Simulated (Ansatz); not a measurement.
Pt (fcc, Cu type)

```xyz
1
Lattice="0.0000 1.9851 1.9851 1.9851 0.0000 1.9851 1.9851 1.9851 0.0000" Properties=species:S:1:pos:R:3 pbc="T T T"
Pt     0.0000     0.0000     0.0000
```

The slice is a {111} plane (indices of the conventional cell) through the point (0.000, 0.000, 0.000) (fractional), spanned by u = [100] and v = [-1 2 0] in vectors of this cell: u (2.81 Å) and v (4.86 Å, at 90° to u). It covers one period; positions are fractions (u, v).

Level of theory: PBE (plane waves to 420 eV, PAW, scalar-relativistic; Ansatz, a quantum-chemistry and plane-wave program). k mesh 20×20×20. Inside the PAW spheres the values are not all-electron values, and peaks at nuclei hang on which shells count as valence. Pt is run without spin polarisation. Pt was relaxed with its symmetry unable to fall. Spin-orbit coupling is left out, though Pt is heavy.

Three fields on this plane, each scaled to ten steps between its own extremes (0 low, 9 high; the total valence density on a logarithmic scale, the potential cut 8 eV below its top; x marks points blanked near nuclei; v = 0 in the bottom row):

Map A
```
|xxxxxx06760xxxxx|
|xxxxxx26862xxxxx|
|xxxxx0489840xxxx|
|xxxxx2799972xxxx|
|xxx02689998620xx|
|0014678898876410|
|6667776666677766|
|9887641000146788|
|998620xxxxx02689|
|9972xxxxxxxxx279|
|9840xxxxxxxxx048|
|862xxxxxxxxxxx26|
|760xxxxxxxxxxx06|
|750xxxxxxxxxxx05|
|760xxxxxxxxxxx06|
|862xxxxxxxxxxx26|
|9840xxxxxxxxx048|
|9972xxxxxxxxx279|
|998620xxxxx02689|
|9887641000146788|
|6667776666677766|
|0014678898876410|
|xxx02689998620xx|
|xxxxx2799972xxxx|
|xxxxx0489840xxxx|
|xxxxxx26862xxxxx|
|xxxxxx06760xxxxx|
|xxxxxx05750xxxxx|
```

Map B
```
|xxxxxx84248xxxxx|
|xxxxxx63236xxxxx|
|xxxxx9411149xxxx|
|xxxxx6200026xxxx|
|xxx96310001369xx|
|8875421111124578|
|3333333333333333|
|1112457888754211|
|001369xxxxx96310|
|0026xxxxxxxxx620|
|1149xxxxxxxxx941|
|236xxxxxxxxxxx63|
|248xxxxxxxxxxx84|
|348xxxxxxxxxxx84|
|248xxxxxxxxxxx84|
|236xxxxxxxxxxx63|
|1149xxxxxxxxx941|
|0026xxxxxxxxx620|
|001369xxxxx96310|
|1112457888754211|
|3333333333333333|
|8875421111124578|
|xxx96310001369xx|
|xxxxx6200026xxxx|
|xxxxx9411149xxxx|
|xxxxxx63236xxxxx|
|xxxxxx84248xxxxx|
|xxxxxx84348xxxxx|
```

Map C
```
|xxxxxx63536xxxxx|
|xxxxxx32323xxxxx|
|xxxxx8111118xxxx|
|xxxxx3000003xxxx|
|xxx94210001249xx|
|6644443101344456|
|0124642101246421|
|0134444666544431|
|001249xxxxx94210|
|0003xxxxxxxxx300|
|1118xxxxxxxxx811|
|323xxxxxxxxxxx32|
|536xxxxxxxxxxx63|
|647xxxxxxxxxxx74|
|536xxxxxxxxxxx63|
|323xxxxxxxxxxx32|
|1118xxxxxxxxx811|
|0003xxxxxxxxx300|
|001249xxxxx94210|
|0134445666444431|
|0124642101246421|
|6654443101344446|
|xxx94210001249xx|
|xxxxx3000003xxxx|
|xxxxx8111118xxxx|
|xxxxxx32323xxxxx|
|xxxxxx63536xxxxx|
|xxxxxx74647xxxxx|
```

**Question.** Assign the maps to these fields: electron localisation function (ELF); valence electron density; electrostatic potential energy of an electron, from the cell's mean.

**Answer.** A is the electrostatic potential energy of an electron, from the cell's mean; B is the valence electron density; C is the electron localisation function (ELF).
